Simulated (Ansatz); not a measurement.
## Energy landscape near a CaZn$_{5}$ structure

These are results of DFT PBEsol, scalar-relativistic, plane waves, PAW (Ansatz 0.2.0), not measurements.

Settings: cutoff 420 eV, Γ-centred mesh 9×9×8 on the computed 6-atom cell, Gaussian smearing of 0.10 eV; no spin polarisation.

Reference cell:

```xyz
6
Lattice="5.3070 0.0000 0.0000 -2.6535 4.5960 0.0000 0.0000 0.0000 4.1945" Properties=species:S:1:pos:R:3 pbc="T T T"
Ca    0.0000    0.0000    0.0000
Zn    2.6535    0.0000    2.0972
Zn    1.3268    2.2980    2.0972
Zn   -1.3268    2.2980    2.0972
Zn    0.0000    3.0640    0.0000
Zn    2.6535    1.5320    0.0000
```

Each variant moves atoms of this cell by the vectors given, if any (Å), and then applies a symmetric strain (tensor components, Cartesian axes). The reference cell isn't relaxed at this level. Energies are per atom at zero smearing, counted from the reference cell. Pressure is positive in compression.

1. no strain; moves: Zn4 (-0.057, 0.106, 0.089)
2. strain (xx yy zz yz xz xy, %) -1.82 -1.82 1.18 0.00 0.00 0.00
3. no strain; moves: Zn5 (-0.029, -0.026, 0.022)
4. strain (xx yy zz yz xz xy, %) 3.09 3.09 4.59 0.00 0.00 0.00
5. strain (xx yy zz yz xz xy, %) 0.40 0.40 6.40 0.00 0.00 0.00
6. strain (xx yy zz yz xz xy, %) 0.80 0.80 -8.20 0.00 0.00 0.00; moves: Ca1 (0.000, 0.000, -0.006); Zn2 (0.028, -0.051, -0.042); Zn3 (-0.058, 0.001, -0.042); Zn4 (0.030, 0.049, -0.042); Zn5 (0.000, 0.000, 0.200); Zn6 (0.000, 0.000, -0.067)
7. no strain; moves: Zn2 (0.045, 0.000, 0.000)
8. strain (xx yy zz yz xz xy, %) 1.83 1.83 10.83 0.00 0.00 0.00; moves: Ca1 (0.000, 0.000, 0.067); Zn2 (0.000, 0.000, -0.060); Zn3 (0.000, 0.000, -0.060); Zn4 (0.000, 0.000, -0.060); Zn5 (0.000, 0.000, 0.056); Zn6 (0.000, 0.000, 0.056)
9. strain (xx yy zz yz xz xy, %) 0.50 0.50 -1.00 0.00 0.00 0.00
10. strain (xx yy zz yz xz xy, %) 2.31 2.31 -6.69 0.00 0.00 0.00
11. strain (xx yy zz yz xz xy, %) 2.72 2.72 -3.28 0.00 0.00 0.00
12. strain (xx yy zz yz xz xy, %) 5.53 5.53 -3.48 0.00 0.00 0.00

The reference cell has pressure -1.38 GPa, largest force 0.000 eV/Å and no gap (metal).

```tsv
variant	ΔE (meV/atom)	P (GPa)	largest force (eV/Å)	space group
1	5.6	-1.20	0.49	P1
2	3.3	0.20	0.00	P6/mmm
3	0.7	-1.36	0.20	P1
4	54.4	-6.77	0.00	P6/mmm
5	42.3	-5.24	0.00	P6/mmm
6	102.1	7.82	3.15	P3
7	0.3	-1.37	0.09	Amm2
8	116.4	-7.18	0.37	P6mm
9	-0.4	-1.24	0.00	P6/mmm
10	17.8	1.69	0.00	P6/mmm
11	7.4	-1.97	0.00	P6/mmm
12	33.7	-4.38	0.00	P6/mmm
```